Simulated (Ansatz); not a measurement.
An Ansatz (a program for electronic structure) run. Input:

Ansatz 0.2 input:
```yaml
crystal:
  lattice:
    - [4.1162751817, 4.0454013881, 0.0]
    - [-4.1162751817, 4.0454013881, 0.0]
    - [-0.0441265743, 0.0, 3.9574046818]
  atoms:
    - { symbol: Cd, position: [0.9863093978, 0.9863093978, 0.0] }
    - { symbol: H, position: [0.5666244639, 0.2043849391, 0.8595913962] }
    - { symbol: H, position: [0.2043849391, 0.5666244639, 0.1404086038] }
    - { symbol: H, position: [0.6605801092, 0.311207193, 0.2164288276] }
    - { symbol: H, position: [0.311207193, 0.6605801092, 0.7835711724] }
    - { symbol: H, position: [0.4060744311, 0.7679003497, 0.1396549954] }
    - { symbol: H, position: [0.7679003497, 0.4060744311, 0.8603450046] }
    - { symbol: N, position: [0.2604150382, 0.7119523396, 0.0157216489] }
    - { symbol: N, position: [0.7119523396, 0.2604150382, 0.9842783511] }
    - { symbol: Cl, position: [0.2167414185, 0.2167414185, 0.5] }
    - { symbol: Cl, position: [0.75582032, 0.75582032, 0.5] }
kpoints:
  mp_grid: { grid: [4, 4, 6] }
hamiltonian:
  xc: r2scan
  dispersion: d4
  pseudopotentials: { kind: paw }
scf:
  occupations: { method: fixed }
output:
  optics: { e_range: [0.0, 15.0], de: 0.05, sigma: 0.1, bands: { spectra_wanted_up_to: 12 eV } }
```

Output (shortened):

```
output.optics: the spectra are integrated over the Brillouin zone by k·p interpolation around the k-points, where levels, occupations, output.optics.sigma and …
Pseudopotential: Cd, paw, valence charge 20
Pseudopotential: H, paw, valence charge 1
Pseudopotential: N, paw, valence charge 5
Pseudopotential: Cl, paw, valence charge 7
Functional definition: r2SCAN
Crystal: 11 atoms, lattice volume = 131.797 Å³
Basis set: ecut = 500 eV, 3363 PW (Γ), exchange–correlation on 180×180×120 points (64 copies of the dense FFT grid, shifted against one another)
Bands: 36, of which v1, the nominal top of the filled ones, is band 25 counted from 1 (24 counted from 0)
Symmetry: 2 space group operations
Space group: C2 (ITA 5), of the structure as read, at distance tolerance 5.1e-5 Å
k-points: 34 of 96 (time reversal used)
SCF iter   1: F=—  HF=-11308.910793 eV  |F-HF|=—  |Δ(HF+E_count)|=         —  Δρ=5.64e-3  dr2=2.98e-2  dr2_τ=4.80e-1  ethr=1.77e-3  ⟨swp⟩=5.0  Hψ=4684  notcnv=0  defer=286
preconditioner: auto → Resta (q_TF=auto, 2.321 Å⁻¹)
SCF iter   2: F=—  HF=-11308.720778 eV  |F-HF|=—  |Δ(HF+E_count)|=   1.90e-1  Δρ=3.38e-3  dr2=7.52e-3  dr2_τ=9.18e-4  ethr=5.95e-5  ⟨swp⟩=3.0  Hψ=2376  notcnv=0  defer=306
SCF iter   3: F=—  HF=-11308.718257 eV  |F-HF|=—  |Δ(HF+E_count)|=   2.52e-3  Δρ=9.87e-4  dr2=1.29e-3  dr2_τ=2.60e-4  ethr=1.50e-5  ⟨swp⟩=2.0  Hψ=1761  notcnv=0  defer=306
SCF iter   4: F=—  HF=-11308.718066 eV  |F-HF|=—  |Δ(HF+E_count)|=   1.91e-4  Δρ=2.20e-4  dr2=3.42e-5  dr2_τ=9.90e-6  ethr=2.58e-6  ⟨swp⟩=2.0  Hψ=1796  notcnv=0  defer=306
SCF iter   5: F=—  HF=-11308.718092 eV  |F-HF|=—  |Δ(HF+E_count)|=   2.60e-5  Δρ=8.24e-5  dr2=5.06e-6  dr2_τ=3.83e-7  ethr=6.83e-8  ⟨swp⟩=2.0  Hψ=1858  notcnv=0  defer=265
SCF iter   6: F=—  HF=-11308.718111 eV  |F-HF|=—  |Δ(HF+E_count)|=   1.86e-5  Δρ=9.51e-6  dr2=1.45e-7  dr2_τ=1.53e-8  ethr=1.01e-8  ⟨swp⟩=2.1  Hψ=1673  notcnv=0  defer=215
SCF iter   7: F=—  HF=-11308.718118 eV  |F-HF|=—  |Δ(HF+E_count)|=   7.66e-6  Δρ=3.46e-6  dr2=1.53e-8  dr2_τ=7.05e-10  ethr=2.89e-10  ⟨swp⟩=2.5  Hψ=2025  notcnv=0  defer=210
SCF iter   8: F=—  HF=-11308.718118 eV  |F-HF|=—  |Δ(HF+E_count)|=   2.67e-9  Δρ=1.63e-6  dr2=2.64e-9  dr2_τ=1.80e-10  ethr=3.05e-11  ⟨swp⟩=2.0  Hψ=1849  notcnv=0  defer=210
SCF iter  11: F=-11308.718118 eV  HF=-11308.718118 eV  |F-HF|=3.64e-12  |Δ(HF+E_count)|=  1.82e-12  Δρ=1.36e-8  dr2=3.07e-13  dr2_τ=1.11e-14  ethr=1.00e-12  ⟨swp⟩=2.5  Hψ=2279  notcnv=0
SCF 1 converged in 11 iterations: F = -11308.718118 eV  dr2 = 3.07e-13
NSCF: frozen V_eff on 34 k-points
Optics k sum: 0 of 34 k-points
Optics k sum: 2 of 34 k-points
Optics k sum: 4 of 34 k-points
Optics k sum: 6 of 34 k-points
Optics k sum: 7 of 34 k-points
Optics k sum: 9 of 34 k-points
Optics k sum: 11 of 34 k-points
Optics k sum: 12 of 34 k-points
Optics k sum: 14 of 34 k-points
Optics k sum: 16 of 34 k-points
Optics k sum: 17 of 34 k-points
Optics k sum: 19 of 34 k-points
Optics k sum: 21 of 34 k-points
Optics k sum: 23 of 34 k-points
Optics k sum: 24 of 34 k-points
Optics k sum: 26 of 34 k-points
Optics k sum: 28 of 34 k-points
Optics k sum: 29 of 34 k-points
Optics k sum: 31 of 34 k-points
Optics k sum: 33 of 34 k-points
Optics k sum: 34 of 34 k-points
Optics k sum: 0 of 34 k-points
Optics k sum: 2 of 34 k-points
Optics k sum: 4 of 34 k-points
Optics k sum: 6 of 34 k-points
Optics k sum: 7 of 34 k-points
Optics k sum: 9 of 34 k-points
Optics k sum: 11 of 34 k-points
Optics k sum: 12 of 34 k-points
Optics k sum: 14 of 34 k-points
Optics k sum: 16 of 34 k-points
Optics k sum: 17 of 34 k-points
Optics k sum: 19 of 34 k-points
Optics k sum: 21 of 34 k-points
Optics k sum: 23 of 34 k-points
Optics k sum: 24 of 34 k-points
Optics k sum: 26 of 34 k-points
Optics k sum: 28 of 34 k-points
Optics k sum: 29 of 34 k-points
Optics k sum: 31 of 34 k-points
Optics k sum: 33 of 34 k-points
Optics k sum: 34 of 34 k-points
NSCF: frozen V_eff on 1 k-points
NSCF: frozen V_eff on 1 k-points
NSCF: frozen V_eff on 1 k-points
output.optics: what the bands over the 56 summed would add to eps1, eps2 and the energy-loss function is held between a lower and an upper bound (8 Lanczos …
SCF converged after 11 iterations
Free energy (F): -11308.718118 eV
Harris-Foulkes:  -11308.718118 eV  (|F-HF|=3.64e-12)
Internal energy: -11308.718118 eV  (E = F + TS)
E sigma→0 (E₀):  -11308.718118 eV
Fermi energy:    1.859165 eV
--- Per-component energies (eV) ---
  E_band       = -749.948748
  E_kinetic    = 1176.357606
  E_local      = -6007.813302  (includes V_loc(G=0)·N_el)
  E_nonlocal   = 194.505288
  E_hartree    = 2600.686620
  E_xc         = -548.812021
  E_vxc        = -760.544384  (∫ρ·V_xc dr)
  E_paw        = -5703.653801  (= ΣΔE_a)
  E_vpaw       = -600.297442  (= ΣTr[D̂ρ^β])
  E_aug_tail   = -0.002704  (compensation charges beyond the density's cutoff)
  E_vtau       = 46.472968  (kinetic-family band-sum trace: ∫τ·v_τ [+ j·A + Jᵃ·Aᵃ] dr)
  E_ewald      = -3018.637686
  E_disp       = -0.451404  (pairwise vdW)
  E_core_change = -0.896713  (= ΣΔE_core)
  E_smearing   =  0.000000  (= −TS)
  E_closure    =  0.000000  (closes the sum)
  Σ components = -11308.718118   (vs F -11308.718118, Δ=0.00e0)
  [band-id]    e_kinetic+e_local+e_nonlocal+2·e_hartree+e_vxc+e_vpaw+e_augmentation_tail+e_vtau = -749.948731   (vs E_band -749.948748, Δ=1.66e-5)
--- Band table (eV; the first three rows and the last of 34) ---
  k-point 0: bands = ["-100.8921", "-61.1163", "-61.1052", "-61.0012", "-15.2407", "-15.0296", "-11.8628", "-11.6789", "-5.0987", "-4.8025", "-4.6795", "-4.6500", "-4.5364", "-4.2373", "-4.2067", "-3.7875", "-3.6172", "-1.9272", "-0.8384", "0.7399", "0.7667", …
  k-point 1: bands = ["-100.8921", "-61.1163", "-61.1054", "-61.0012", "-15.2122", "-15.0124", "-11.8416", "-11.6702", "-5.0606", "-4.8271", "-4.7516", "-4.6198", "-4.4913", "-4.3135", "-4.1974", "-3.7770", "-3.6956", "-1.8178", "-0.7384", "0.3162", "0.6654", …
  k-point 2: bands = ["-100.8921", "-61.1163", "-61.1056", "-61.0012", "-15.1537", "-14.9779", "-11.7998", "-11.6528", "-4.9847", "-4.9223", "-4.8683", "-4.5087", "-4.5047", "-4.3952", "-4.1626", "-3.8309", "-3.7483", "-1.5973", "-0.5220", "-0.2186", …
  k-point 33: bands = ["-100.8921", "-61.1163", "-61.1058", "-61.0012", "-15.0750", "-15.0040", "-11.7110", "-11.6916", "-5.1419", "-4.8308", "-4.7784", "-4.6950", "-4.6466", "-4.3924", "-4.3675", "-3.8689", "-3.6550", "-2.0933", "-0.3383", "-0.0142", …
```

Cost: roughly 4 core-minutes on shared cores.

Space group C2/m. The workflow started from a Materials Project entry (that database holds measured and hypothetical structures alike); the Crystallography Open Database copy checked does not list it. Its standing as an ambient phase is unchecked. The r²SCAN+D4 relaxation kept the symmetry of its start; whether a distortion lowers the energy is not shown. Point labels and valley counts follow the cell and symmetry of the run, lower than the named group. Spin–orbit coupling is left out wherever it is not named.

Potentials: the later of the program's two PAW sets.

Ansatz is a plane-wave DFT program.
